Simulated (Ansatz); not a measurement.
A plane-wave DFT run in Ansatz 0.2.0 (scalar-relativistic PAW potentials unless the input names others): input and command.

```yaml
crystal:
  lattice:
    - [4.03472638, 0.0, 8.831e-05]
    - [0.0, 2.50405912, 0.0]
    - [-0.00258901, 0.0, 4.16101782]
  atoms:
    - { symbol: Al, position: [0.5002300423, 0.5, 0.1673295664] }
    - { symbol: Al, position: [0.0009207036, 0.5, 0.8348055932] }
    - { symbol: Al, position: [0.001088065, 0.0, 0.3316926342] }
    - { symbol: Ga, position: [0.4994217138, 0.0, 0.6662009016] }
    - { symbol: "N", position: [0.1111724737, 0.0, 0.6663292503] }
    - { symbol: "N", position: [0.1224543238, 0.5, 0.1671578647] }
    - { symbol: "N", position: [0.6251234799, 0.5, 0.8401923551] }
    - { symbol: "N", position: [0.6231881979, 0.0, 0.3262928345] }
basis:
  ecutwfc: 420
kpoints:
  mp_grid: { grid: [6, 8, 4] }
hamiltonian:
  xc: pbesol
scf:
  occupations: { method: gaussian, width: 0.05 }
  max_iter: 50
output:
  forces: true
  eigenvalues: true
  stress: true
```

```bash
ansatz run input.yaml --threads 2 --pin off --max-ram 5120MiB --backend cpu --events-out ev --progress --plain --runs-dir out
```

Abridged log:
```
Basis set: ecut = 420 eV, 813 PW (Γ), exchange–correlation on 54×36×60 points (8 copies of the dense FFT grid, shifted against one another)
Bands: 29, of which v1, the nominal top of the filled ones, is band 21 counted from 1 (20 counted from 0)
Symmetry: 2 space group operations
k-points: 70 of 192 (time reversal used)
SCF iter   1: F=—  HF=-6798.509280 eV  |F-HF|=—  |Δ(HF+E_count)|=         —  Δρ=4.67e-2  dr2=7.68e-1  ethr=1.77e-3  ⟨swp⟩=9.4  Hψ=13703  notcnv=0  defer=29
SCF iter   2: F=—  HF=-6798.221536 eV  |F-HF|=—  |Δ(HF+E_count)|=   2.88e-1  Δρ=1.31e-2  dr2=5.47e-2  ethr=1.77e-3  ⟨swp⟩=3.5  Hψ=4182  notcnv=0  defer=231
SCF iter   3: F=—  HF=-6798.196151 eV  |F-HF|=—  |Δ(HF+E_count)|=   2.54e-2  Δρ=4.92e-3  dr2=1.11e-2  ethr=1.30e-4  ⟨swp⟩=2.9  Hψ=3722  notcnv=0  defer=231
SCF iter   4: F=—  HF=-6798.191219 eV  |F-HF|=—  |Δ(HF+E_count)|=   4.93e-3  Δρ=2.30e-3  dr2=1.14e-3  ethr=2.64e-5  ⟨swp⟩=2.3  Hψ=3651  notcnv=0  defer=161
automatic band count: iteration 4 solves 28 bands in place of 29: the levels show a gap, and the empty bands left out lie too high to hold charge; the band table lists the bands solved (type scf.n_extra_bands for more)
SCF iter   5: F=—  HF=-6798.190994 eV  |F-HF|=—  |Δ(HF+E_count)|=   2.25e-4  Δρ=3.61e-4  dr2=2.38e-5  ethr=2.70e-6  ⟨swp⟩=2.1  Hψ=3216  notcnv=0  defer=161
SCF iter   6: F=—  HF=-6798.190911 eV  |F-HF|=—  |Δ(HF+E_count)|=   8.30e-5  Δρ=1.42e-4  dr2=6.76e-6  ethr=5.66e-8  ⟨swp⟩=2.4  Hψ=3570  notcnv=0  defer=161
SCF iter   7: F=—  HF=-6798.190908 eV  |F-HF|=—  |Δ(HF+E_count)|=   2.49e-6  Δρ=2.39e-5  dr2=1.88e-7  ethr=1.61e-8  ⟨swp⟩=2.0  Hψ=3114  notcnv=0  defer=161
SCF iter   8: F=-6798.190908 eV  HF=-6798.190908 eV  |F-HF|=4.28e-9  |Δ(HF+E_count)|=   6.42e-8  Δρ=3.83e-6  dr2=5.71e-9  ethr=2.38e-10  ⟨swp⟩=16.3  Hψ=11268  notcnv=0
SCF 1 converged in 8 iterations: F = -6798.190908 eV  dr2 = 5.71e-9
SCF converged after 8 iterations
Free energy (F): -6798.190908 eV
Harris-Foulkes:  -6798.190908 eV  (|F-HF|=4.28e-9)
Internal energy: -6798.190908 eV  (E = F + TS)
E sigma→0 (E₀):  -6798.190908 eV
Fermi energy:    21.939433 eV
--- Forces (eV/Å), atoms counted from 1 ---
  atom   1  Al    -2.05925290     0.00000000     3.85097732
  atom   2  Al    -0.99436792     0.00000000    -2.48047521
  atom   3  Al    -1.27483263     0.00000000    -4.10816518
  atom   4  Ga    -3.23340799     0.00000000     3.00819540
  atom   5  N     -0.82531928     0.00000000     3.38569538
  atom   6  N      2.01942004     0.00000000     3.40280429
  atom   7  N      3.70117440     0.00000000    -1.46556509
  atom   8  N      2.66648880     0.00000000    -5.59347589
--- Stress (GPa, compression-positive) ---
      502.626420       0.000000      -1.624558
        0.000000     546.756752       0.000000
       -1.624637       0.000000     613.401446
  P = ⅓ Tr σ = 554.2615 GPa (5542.615 kbar)
```

The run was meant for a cell not far from equilibrium. What should be changed?

The fault is a lattice far too small (lattice vectors times 0.800). Setting it back cures it. The run converged all the same, with an energy at zero smearing 5.3 eV/atom above the reference's, pressure 554.26 GPa, largest force 6.197 eV/Å, gap on the mesh 4.17 eV, so convergence alone doesn't show that an input is right. A reference run of the cell with lattice vectors 5.0434 0.0000 0.0001; 0.0000 3.1301 0.0000; -0.0032 0.0000 5.2013 Å and the atoms in their places converged with pressure 9.26 GPa, largest force 0.658 eV/Å, gap on the mesh 3.72 eV.

Time: 1.9 s on 2 threads of AMD EPYC 9R45 96-Core Processor (Zen 5), on a shared host, peak memory 0.45 GiB.